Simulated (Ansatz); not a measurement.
PbS:
```
PbS
1.0
   12.01644     0.00000     0.00000
    0.00000     4.20614     0.00000
    0.00000     0.00000     4.35104
Pb S
4 4
Direct
  0.87221   0.25000   0.18145
  0.12779   0.75000   0.81855
  0.62779   0.75000   0.68145
  0.37221   0.25000   0.31855
  0.64431   0.25000   0.10637
  0.35569   0.75000   0.89363
  0.85569   0.75000   0.60637
  0.14431   0.25000   0.39363
```

Relaxed with r²SCAN+D4.

Task: Give the Bader charges and basin volumes of the independent atoms, plane-wave PAW r²SCAN+D4 (Ansatz code).

Result: 

```tsv
atom	Bader charge (e)	Bader volume (Å³)
Pb1	+1.03	26.1
S5	-1.03	28.9
```

Space group Pnma. The workflow started from a Materials Project entry (that database holds measured and hypothetical structures alike); the Crystallography Open Database copy checked does not list it. It is not the phase usual at ambient conditions (space group No. 225). The r²SCAN+D4 relaxation kept the symmetry of its start; its stability against distortions is not shown here. Spin–orbit coupling is left out wherever it is not named.

Potentials: the later of the program's two PAW sets.
